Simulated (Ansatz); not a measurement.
Data:

Sn$_{2}$S$_{3}$:
```
CELL_PARAMETERS angstrom
      9.17856     0.00000     0.00000
      0.00000     3.75923     0.00000
      0.00000     0.00000    14.42540
ATOMIC_POSITIONS crystal
  Sn 0.34148 0.75000 0.55127
  Sn 0.65852 0.25000 0.44873
  Sn 0.15852 0.25000 0.05127
  Sn 0.84148 0.75000 0.94873
  Sn 0.96573 0.75000 0.33418
  Sn 0.03427 0.25000 0.66582
  Sn 0.53427 0.25000 0.83418
  Sn 0.46573 0.75000 0.16582
  S  0.47890 0.75000 0.39578
  S  0.52110 0.25000 0.60422
  S  0.02110 0.25000 0.89578
  S  0.97890 0.75000 0.10422
  S  0.83098 0.75000 0.50152
  S  0.16902 0.25000 0.49848
  S  0.66902 0.25000 0.00152
  S  0.33098 0.75000 0.99848
  S  0.22268 0.75000 0.70887
  S  0.77732 0.25000 0.29113
  S  0.27732 0.25000 0.20887
  S  0.72268 0.75000 0.79113
```

This is the r²SCAN-relaxed structure. x, y and z are the axes in which the lattice vectors are written.

### Question
All from the program Ansatz at the r²SCAN level (PAW), unless another level is named. Predict the formation energy from the elements (no fitted shifts).

### Answer
-0.49 eV/atom.

### Question
What about the smallest direct gap on the standard path?

### Answer
1.14 eV.

### Question
What about the band gap?

### Answer
1.02 eV (indirect).

### Question
What about the valence-band maximum?

### Answer
on the Γ–X line, 28 % of the way from Γ (k = 0.141, 0.000, 0.000 in fractions of the reciprocal vectors).

### Question
Give the conduction-band minimum.

### Answer
at U (k = 0.500, 0.000, 0.500 in fractions of the reciprocal vectors).

Space group Pnma. The first step of the workflow began from a Materials Project structure, measured or hypothetical; the Crystallography Open Database files this formula in space group No. 62, but the cells were not matched. Its standing as an ambient phase is unchecked. Symmetry was held in the r²SCAN relaxation; whether a distortion lowers the energy is not shown. A crystal of weakly bound chains computed without a dispersion correction: the cell and the soft elastic constants depend strongly on that. The references are the lowest solids computed at this level, not always the standard phases. Spin–orbit coupling is left out wherever it is not named.

Potentials: the later of the program's two PAW sets.
